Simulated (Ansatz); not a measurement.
Input file for Ansatz (a first-principles code):

Ansatz 0.2 input:
```yaml
crystal:
  lattice:
    - [0.0, 3.2809825126, 3.2809825126]
    - [3.2809825126, 0.0, 3.2809825126]
    - [3.2809825126, 3.2809825126, 0.0]
  atoms:
    - { symbol: La, position: [0.0, 0.0, 0.0] }
    - { symbol: La, position: [0.25, 0.25, 0.25] }
kpoints:
  mp_grid: { grid: [8, 8, 8] }
  band_path:
    path:
      - [[0.0, 0.0, 0.0], [0.5, 0.0, 0.5], [0.625, 0.25, 0.625]]  # Γ-X-U
      - [[0.375, 0.375, 0.75], [0.0, 0.0, 0.0], [0.5, 0.5, 0.5], [0.5, 0.25, 0.75], [0.5, 0.0, 0.5]]  # K-Γ-L-W-X
    npoints: 12
basis: { xc_grid: 2 }
hamiltonian:
  xc: pbesol
  pseudopotentials: { kind: paw }
magnetization: { noncollinear: true, spin_orbit: true }
scf:
  n_extra_bands: 12
  convergence: { dr2_threshold: 0.0000000001 }
  occupations: { method: gaussian, width: 0.05 }
output: { eigenvalues: true }
```

Output (shortened):

```
Pseudopotentials: kind: paw_fr
Pseudopotential: La, paw_fr, valence charge 11
Functional definition: PBEsol
non-collinear run that drives no moment, with spin-orbit …
Crystal: 2 atoms, lattice volume = 70.639 Å³
Basis set: ecut = 420 eV, 1411 PW (Γ), exchange–correlation on 64×64×64 points (8 copies of the dense FFT grid, shifted against one another)
Bands: 34, of which v1, the nominal top of the filled ones, is band 22 counted from 1 (21 counted from 0)
Symmetry: 48 space group operations + 48 with time reversal
k-points: 29 of 512
Projection manifold: j_resolved (fully-relativistic pseudo-atomic orbitals)
PAW frozen core: La, regenerated for the run's functional, and the local potential with it
Initial density: superposition of atomic densities (chi_scale 0.1, normalization cell)
Initial wavefunctions: pseudopotential atomic-orbital guess
Eigensolver: davidson
Functional: x = pbesol(κ = 0.804, μ = 0.12345679012345678), c = pbesol(β = 0.046)
SCF iter   1: F=—  HF=-12331.507046 eV  |F-HF|=—  |Δ(HF+E_count)|=         —  Δρ=3.70e-2  dr2=1.11e0  dr2_m=0.00e0 (ungated)  ethr=3.10e-3  |M|=0.00e0 ∫|m|=0.00e0 μB  |m|>n=0.0e0 m-floor=0.0e0 τ_xc=0.0e0  β_m=0.30  ⟨swp⟩=3.9  Hψ=2802  notcnv=0
all-band conjugate gradients solve this SCF's bands
preconditioner: auto → Kerker (q_TF=auto, 2.246 Å⁻¹)
spin=Noncollinear: Kerker preconditioning applied to the charge; magnetization (m_x, m_y, m_z) channels mix plain (no charge-response kernel on spin).
SCF iter   2: F=—  HF=-12331.339429 eV  |F-HF|=—  |Δ(HF+E_count)|=   1.68e-1  Δρ=2.82e-2  dr2=6.96e-1  dr2_m=0.00e0 (ungated)  ethr=3.10e-3  |M|=0.00e0 ∫|m|=0.00e0 μB  |m|>n=0.0e0 m-floor=0.0e0 τ_xc=0.0e0  β_m=0.65  ⟨swp⟩=1.7  Hψ=652  notcnv=0  defer=62
SCF iter   3: F=—  HF=-12331.077017 eV  |F-HF|=—  |Δ(HF+E_count)|=   2.62e-1  Δρ=4.10e-3  dr2=1.49e-2  dr2_m=0.00e0 (ungated)  ethr=3.10e-3  |M|=0.00e0 ∫|m|=0.00e0 μB  |m|>n=0.0e0 m-floor=0.0e0 τ_xc=0.0e0  β_m=0.82  ⟨swp⟩=2.6  Hψ=599  notcnv=0  defer=62
SCF iter   4: F=—  HF=-12331.076964 eV  |F-HF|=—  |Δ(HF+E_count)|=   5.33e-5  Δρ=1.19e-3  dr2=2.16e-3  dr2_m=0.00e0 (ungated)  ethr=6.79e-5  |M|=0.00e0 ∫|m|=0.00e0 μB  |m|>n=0.0e0 m-floor=0.0e0 τ_xc=0.0e0  β_m=0.88  ⟨swp⟩=2.9  Hψ=760  notcnv=0  defer=180
SCF iter   5: F=—  HF=-12331.076581 eV  |F-HF|=—  |Δ(HF+E_count)|=   3.82e-4  Δρ=3.01e-4  dr2=8.27e-5  dr2_m=0.00e0 (ungated)  ethr=9.82e-6  |M|=0.00e0 ∫|m|=0.00e0 μB  |m|>n=0.0e0 m-floor=0.0e0 τ_xc=0.0e0  β_m=0.94  ⟨swp⟩=2.2  Hψ=627  notcnv=0  defer=180
SCF iter   6: F=—  HF=-12331.076600 eV  |F-HF|=—  |Δ(HF+E_count)|=   1.84e-5  Δρ=6.17e-5  dr2=2.47e-6  dr2_m=0.00e0 (ungated)  ethr=3.76e-7  |M|=0.00e0 ∫|m|=0.00e0 μB  |m|>n=0.0e0 m-floor=0.0e0 τ_xc=0.0e0  β_m=0.97  ⟨swp⟩=2.2  Hψ=643  notcnv=0  defer=180
SCF iter   7: F=—  HF=-12331.076601 eV  |F-HF|=—  |Δ(HF+E_count)|=   1.87e-6  Δρ=1.97e-5  dr2=2.69e-7  dr2_m=0.00e0 (ungated)  ethr=1.12e-8  |M|=0.00e0 ∫|m|=0.00e0 μB  |m|>n=0.0e0 m-floor=0.0e0 τ_xc=0.0e0  β_m=0.93  ⟨swp⟩=2.6  Hψ=800  notcnv=0  defer=180
SCF iter   8: F=—  HF=-12331.076601 eV  |F-HF|=—  |Δ(HF+E_count)|=   6.52e-8  Δρ=2.58e-6  dr2=3.52e-9  dr2_m=0.00e0 (ungated)  ethr=1.22e-9  |M|=0.00e0 ∫|m|=0.00e0 μB  |m|>n=0.0e0 m-floor=0.0e0 τ_xc=0.0e0  β_m=0.96  ⟨swp⟩=2.9  Hψ=727  notcnv=0  defer=180
SCF iter  10: F=-12331.076601 eV  HF=-12331.076601 eV  |F-HF|=7.28e-12  |Δ(HF+E_count)|=  1.18e-10  Δρ=9.67e-8  dr2=4.96e-12  dr2_m=0.00e0 (ungated)  ethr=1.00e-12  |M|=0.00e0 ∫|m|=0.00e0 μB  |m|>n=0.0e0 m-floor=0.0e0 τ_xc=0.0e0  ⟨swp⟩=12.4  Hψ=2250  notcnv=0
SCF 1 converged in 10 iterations: F = -12331.076601 eV  dr2 = 4.96e-12
NSCF: frozen V_eff on 74 k-points
SCF converged after 10 iterations
Magnetization: |M| = 0.0000 μB,  M = (+0.0000, +0.0000, +0.0000) μB
Absolute magnetization: 0.0000 μB (∫|m|)
  site 0: m = (+0.0000, +0.0000, +0.0000) μB, |m| = 0.0000 μB  (R = 1.17 Å)
  site 1: m = (+0.0000, +0.0000, +0.0000) μB, |m| = 0.0000 μB  (R = 1.17 Å)
Free energy (F): -12331.076601 eV
Harris-Foulkes:  -12331.076601 eV  (|F-HF|=7.28e-12)
Internal energy: -12331.074705 eV  (E = F + TS)
E sigma→0 (E₀):  -12331.075653 eV
Entropy (-TS):   -0.001897 eV (-0.948 meV/atom)
Fermi energy:    11.076501 eV
--- Per-component energies (eV) ---
  E_band       = -92.687876
  E_kinetic    = 399.094141
  E_local      = -835.905560  (includes V_loc(G=0)·N_el)
  E_nonlocal   = 195.007504
  E_hartree    = 289.357022
  E_xc         = -279.935231
  E_vxc        = -299.110990  (∫ρ·V_xc dr)
  E_paw        = -10668.710946  (= ΣΔE_a)
  E_vpaw       = -130.487015  (= ΣTr[D̂ρ^β])
  E_aug_tail   =  0.000000  (compensation charges beyond the density's cutoff)
  E_ewald      = -1430.322441
  E_core_change = 0.340807  (= ΣΔE_core)
  E_smearing   = -0.001897  (= −TS)
  E_closure    =  0.000000  (closes the sum)
  Σ components = -12331.076601   (vs F -12331.076601, Δ=0.00e0)
  [band-id]    e_kinetic+e_local+e_nonlocal+2·e_hartree+e_vxc+e_vpaw+e_augmentation_tail = -92.687876   (vs E_band -92.687876, Δ=1.26e-7)
--- Band table (eV; the first three rows and the last of 29) ---
  k-point 0: bands = ["-22.4659", "-22.4659", "-20.4890", "-20.4890", "-8.2137", "-8.2137", "-6.0981", "-6.0981", "-6.0176", "-6.0176", "-6.0176", "-6.0176", "-3.5892", "-3.5892", "-3.5892", "-3.5892", "8.7178", "8.7178", "10.3012", "10.3012", "10.3012", "10.3012", "12.0165", "12.0165", "12.0190", "12.0190", "12.0190", "12.0190", "12.7457", "12.7457", "12.7457", "12.7457", "12.7949", "12.7949"]
  k-point 1: bands = ["-22.4178", "-22.4178", "-20.5555", "-20.5555", "-8.1957", "-8.1957", "-6.5432", "-6.5432", "-6.0733", "-6.0733", "-5.5156", "-5.5156", "-3.6017", "-3.6017", "-3.5080", "-3.5080", "8.9894", "8.9894", "10.1609", "10.1609", "10.1638", "10.1638", "11.9602", "11.9602", "12.3236", "12.3236", "12.3302", "12.3302", "12.6093", "12.6093", "12.6668", "12.6668", "12.7095", "12.7095"]
  k-point 2: bands = ["-22.2857", "-22.2857", "-20.7313", "-20.7313", "-8.1510", "-8.1510", "-6.9319", "-6.9319", "-6.1952", "-6.1952", "-4.9775", "-4.9775", "-3.6354", "-3.6354", "-3.3243", "-3.3243", "9.5894", "9.5894", "10.0415", "10.0415", "10.0467", "10.0467", "11.8474", "11.8474", "12.0181", "12.0181", "12.2766", "12.2766", "12.3371", "12.3371", "12.7969", "12.7969", "12.8278", "12.8278"]
  k-point 28: bands = ["-21.5605", "-21.5605", "-21.5566", "-21.5566", "-8.0848", "-8.0848", "-7.6081", "-7.6081", "-5.8880", "-5.8880", "-4.6407", "-4.6407", "-3.6128", "-3.6128", "-2.8163", "-2.8163", "9.0800", "9.0800", "9.1499", "9.1499", "11.1399", "11.1399", "11.1466", "11.1466", "12.3302", "12.3302", "12.3509", "12.3509", "12.4399", "12.4399", "12.4751", "12.4751", "13.0382", "13.0382"]
  band table: 34 of 34 bands, residual norms ≤ 1.0e-3 eV
```

Cost: very roughly 50 core-seconds on shared cores.

Space group Fd-3m (diamond). The start of the workflow was typed in or built on a structure type; neither database checked (COD, Materials Project) lists it. It is not the phase usual at ambient conditions (space group No. 194). The PBEsol relaxation kept the symmetry of its start. At this level the phase is mechanically unstable. The volume moved by -40 % from the start of the relaxation.

Potentials: the later of the program's two PAW sets.

Ansatz is a plane-wave DFT program.
